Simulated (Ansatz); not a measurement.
## Notes on BaMg2Al2

```xyz
10
Lattice="4.4893 0.0000 0.0000 0.0000 4.4893 0.0000 0.0000 0.0000 10.8730" Properties=species:S:1:pos:R:3 pbc="T T T"
Al    0.0000    2.2446    9.4269
Al    2.2446    0.0000    1.4461
Mg    0.0000    0.0000    0.0000
Mg    2.2446    2.2446    0.0000
Mg    0.0000    2.2446    6.8609
Mg    2.2446    0.0000    4.0121
Ba    0.0000    2.2446    2.7509
Ba    2.2446    0.0000    8.1221
Al    0.0000    0.0000    5.4365
Al    2.2446    2.2446    5.4365
```

Level: PBE, spin-orbit coupling; 420 eV; 7×7×3 Γ-centred mesh; fermi-dirac occupations (width 0.1 eV); Ansatz 0.2.0, fixed geometry.

The state carries no moments; the state need not be the lowest.

(1) Is there a gap?

(2) What is the formation energy?

(3) Is the cell too large or too small?

(4) Give the Bader charges.

(5) Which atom feels the largest force, and which way?

Origin: a known structure type with other elements, at an estimated volume, so it need not be a known compound.

Answers

(1) It is a metal, with about 6.8 states/eV a cell as the mean within 0.25 eV of the Fermi level.

(2) 0.11 eV an atom against the elements' usual phases (free molecules for gases, crystals otherwise, with no correction for O₂ or N₂), so at this geometry it isn't bound against them. Relaxing would lower it.

(3) The pressure is 13.0 GPa (compression positive), so with the atoms held at these fractions the cell would first expand. The principal stresses 12.2, 12.2, 14.6 GPa differ, so its shape would change too.

(4) Bader charges in e: Ba +0.89, Mg +1.26, Al -2.12 to -1.29. In the mean Mg gives up most and Al takes most.

(5) The largest is on Ba7 (and as large on other atoms): 0.13 eV/Å, components (0.00, 0.00, -0.13). It makes 112° with the line to a nearest neighbour, Mg6 at 3.42 Å.
